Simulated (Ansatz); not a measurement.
BaCdSbF:
Space group P4/nmm, origin choice 1 (No. 129); a = b = 4.6159 Å, c = 9.7974 Å, α = β = γ = 90.00°

```
atom  site  symmetry       x       y       z
----  ----  --------  ------  ------  ------
Ba      2c       4mm  0.5000  0.0000  0.3606
Cd      2a      -4m2  0.0000  0.0000  0.0000
Sb      2c       4mm  0.0000  0.5000  0.1854
F       2b      -4m2  0.5000  0.5000  0.5000
```

Relaxed with r²SCAN.

Q: Tabulate the valence density and the electron localisation function along the shortest Ba–F contact (2.68 Å), the program Ansatz at the r²SCAN level (PAW).

A: 

| distance from Ba (Å) | density (e/Å³) | ELF |
|---|---|---|
| 0.27 | 0.51 | 0.01 |
| 0.40 | 0.90 | 0.19 |
| 0.54 | 1.27 | 0.58 |
| 0.67 | 1.40 | 0.81 |
| 0.80 | 1.25 | 0.87 |
| 0.94 | 0.92 | 0.87 |
| 1.07 | 0.60 | 0.78 |
| 1.21 | 0.36 | 0.49 |
| 1.34 | 0.23 | 0.15 |
| 1.48 | 0.19 | 0.07 |
| 1.61 | 0.23 | 0.14 |
| 1.74 | 0.37 | 0.42 |
| 1.88 | 0.69 | 0.70 |
| 2.01 | 1.39 | 0.80 |
| 2.15 | 2.98 | 0.81 |
| 2.28 | 5.94 | 0.77 |
| 2.41 | 9.70 | 0.65 |

The density is the valence pseudo-density with augmentation charge, so density and ELF within about 1 Å of a nucleus are not all-electron values.

The first step of the workflow began from a Materials Project structure, measured or hypothetical; the Crystallography Open Database files this formula in space group No. 129, but the cells were not matched. Whether it is the stable phase at ambient conditions was not checked. The r²SCAN relaxation kept the symmetry of its start; whether a distortion lowers the energy is not shown. Scalar-relativistic: spin–orbit coupling is off unless named, which matters more the heavier the elements.

Potentials: the later of the program's two PAW sets.
